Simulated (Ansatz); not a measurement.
**Sn2PbS3: rattling a relaxed structure**

The cell was found from a structure generator's guess, not taken from experiment.

Computed with Ansatz, DFT PBE, scalar-relativistic, plane waves, PAW. Settings: cutoff 420 eV, Γ-centred mesh 4×4×8 on the computed 12-atom cell, Gaussian smearing of 0.02 eV; no spin polarisation.

The cell below (12 atoms, space group Cmcm (No. 63)) is relaxed within its symmetry.

```yaml
crystal:
  lattice:
    - [6.22016, -5.99398, 0.00000]
    - [6.22016, 5.99398, 0.00000]
    - [0.00000, 0.00000, 4.17454]
  atoms:
    - { symbol: Sn, position: [0.03622, 0.29482, 0.75000] }
    - { symbol: Sn, position: [0.70518, 0.96378, 0.75000] }
    - { symbol: Sn, position: [0.29482, 0.03622, 0.25000] }
    - { symbol: Sn, position: [0.96378, 0.70518, 0.25000] }
    - { symbol: Pb, position: [0.36831, 0.63169, 0.75000] }
    - { symbol: Pb, position: [0.63169, 0.36831, 0.25000] }
    - { symbol: S, position: [0.14461, 0.85539, 0.75000] }
    - { symbol: S, position: [0.82348, 0.51707, 0.75000] }
    - { symbol: S, position: [0.48293, 0.17652, 0.75000] }
    - { symbol: S, position: [0.85539, 0.14461, 0.25000] }
    - { symbol: S, position: [0.51707, 0.82348, 0.25000] }
    - { symbol: S, position: [0.17652, 0.48293, 0.25000] }
```

For the test it was strained at random (σ = 1.5 % a component), the atoms were moved at random (σ = 0.10 Å), and all was relaxed again on a coarse 4×2×2 mesh (in the run’s order of axes) with 0.10 eV smearing, with no symmetry imposed.

Weakly bound directions are ill-defined at this level, which has no dispersion term. Spin–orbit coupling, which can matter for Pb, is left out.

Question: Does it come back?

Answer: It doesn't return. The energy falls by 6 meV/atom on that mesh, the volume changes by 2.5 %, and the end has space group Cmc2_1 (No. 36) at a loose tolerance. Relaxed again on a 4×4×6 mesh with 0.02 eV smearing, the new structure lies 6 meV/atom below the first (mesh in the axes of the run's cell; the cell below is made exact in the group named). Space group Cmc2_1 (No. 36), orthorhombic, a = 12.308 Å, b = 11.892 Å, c = 4.342 Å. Around Sn lie 3 S at 2.63–2.73 Å and 2 S at 3.26–3.31 Å; Pb has 3 S at 2.69–2.84 Å and 2 S at 3.20 Å; S on a site of symmetry m is surrounded by 1 Pb at 2.69 Å and 2 Sn at 2.72 Å; S on a site of symmetry 1 has 2 Sn at 2.63–2.73 Å, 1 Pb at 2.84 Å, 1 Pb at 3.20 Å and 1 Sn at 3.26 Å.

```cif
data_structure
_symmetry_space_group_name_H-M 'P 1'
_symmetry_Int_Tables_number 1
_cell_length_a 8.5575
_cell_length_b 8.5575
_cell_length_c 4.3416
_cell_angle_alpha 90.000
_cell_angle_beta 90.000
_cell_angle_gamma 88.032
_cell_volume 317.75
loop_
_atom_site_label
_atom_site_type_symbol
_atom_site_fract_x
_atom_site_fract_y
_atom_site_fract_z
_atom_site_occupancy
Sn1 Sn 0.79360 0.54091 0.29836 1
Sn2 Sn 0.45909 0.20640 0.29836 1
Sn3 Sn 0.54091 0.79360 0.79836 1
Sn4 Sn 0.20640 0.45909 0.79836 1
Pb1 Pb 0.13068 0.86932 0.27118 1
Pb2 Pb 0.86932 0.13068 0.77118 1
S1 S 0.35571 0.64429 0.20335 1
S2 S 0.01415 0.32330 0.21426 1
S3 S 0.67670 0.98585 0.21426 1
S4 S 0.64429 0.35571 0.70335 1
S5 S 0.32330 0.01415 0.71426 1
S6 S 0.98585 0.67670 0.71426 1
```
